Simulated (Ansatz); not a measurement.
TiCo$_{3}$: zone-centre modes at 15 GPa

Level of theory: DFT LDA, scalar-relativistic, plane waves, PAW in Ansatz 0.2.0. Settings: 420 eV plane-wave cutoff, Γ-centred 12×12×12 mesh, Fermi-Dirac smearing of 0.15 eV. No spin polarisation. Phonons by linear response, acoustic sum rule imposed.

The cell, relaxed at 15 GPa:
```
CELL_PARAMETERS angstrom
3.43414 0.00000 0.00000
0.00000 3.43414 0.00000
0.00000 0.00000 3.43414
ATOMIC_POSITIONS crystal
Ti 0.00000 0.00000 0.00000
Co 0.00000 0.50000 0.50000
Co 0.50000 0.00000 0.50000
Co 0.50000 0.50000 0.00000
```

In a metal, frequencies and elastic constants depend on the k mesh and the smearing, soft modes and shear constants most. Spin polarisation was left out, and a magnetic state may lie lower. Other phases may be more stable at this pressure.

Optical modes at Γ; i marks an imaginary frequency:
```csv
frequency (THz),degeneracy
6.86,3
7.55,3
9.98,3
```

All 9 optical modes at Γ are real: no displacement of atoms at fixed cell lowers the energy to second order. Strains and modes at other wave vectors aren't tested by this run.

Cost: 1 run of about 4.7 core-minutes, on Arm Neoverse V1 (shared hosts).